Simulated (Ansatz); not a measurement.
# Surface calculation: fcc Au (111), 5 layers

The slab is cut from the fcc crystal, the stable phase, as relaxed on PAW files (17.02 Å³/atom), with 16 Å of vacuum and a dipole correction:

```xyz
5
Lattice="2.8875 0.0000 0.0000 -1.4438 2.5007 0.0000 0.0000 0.0000 25.4305" Properties=species:S:1:pos:R:3 pbc="T T T"
Au    2.1656    0.4168    8.0000
Au   -0.7219    2.0839   10.3576
Au    0.7219    1.2503   12.7152
Au    2.1656    0.4168   15.0729
Au   -0.7219    2.0839   17.4305
```

Level of theory: DFT with PBEsol, scalar-relativistic, in Ansatz 0.2.0; a Γ-centred 14×14×1 k mesh, Fermi–Dirac smearing of 0.1 eV, no spin polarisation. LAPW: all electrons, basis error target 1 meV/atom; PAW: frozen-core files, cutoff 420 eV.

The bulk energy comes from a cell in the slab's orientation on a 14×14×5 mesh. The surface energy is (E(slab) − N·E(bulk))/2A at zero smearing, the mean of both faces; thin slabs carry quantum-size effects.

Spin–orbit coupling is left out, which matters for the heavy atoms. The PAW files were made under PBE.

Problem. As cut, the LAPW slab lies 0.910 eV above 5 atoms of bulk. What surface energy is that?

Solution. Over two faces of 7.22 Å² it is 63.0 meV/Å², and times 16.02 J/m² per eV/Å² that gives γ = 1.010 J/m².

Problem. What do relaxation and the other method give, and what work function comes out?

Solution. 

```json
{"method": "LAPW", "γ as cut (J/m²)": "1.010", "γ relaxed (J/m²)": "1.007", "Φ as cut (eV)": "5.31", "Φ relaxed (eV)": "5.32"}
{"method": "PAW", "γ as cut (J/m²)": "1.009", "γ relaxed (J/m²)": "1.006", "Φ as cut (eV)": "5.31", "Φ relaxed (eV)": "5.32"}
```

Problem. How do the spacings between the planes relax?

Solution. From the bottom face up: d12 +0.5 % of 2.358 Å, d23 -0.8 % of 2.358 Å, d34 -0.8 % of 2.358 Å, d45 +0.5 % of 2.358 Å.

Problem. What changes if the images along the normal are cut off in place of the dipole correction?

Solution. LAPW then gives: no gap, work function 5.32 eV; PAW: no gap, work function 5.32 eV.
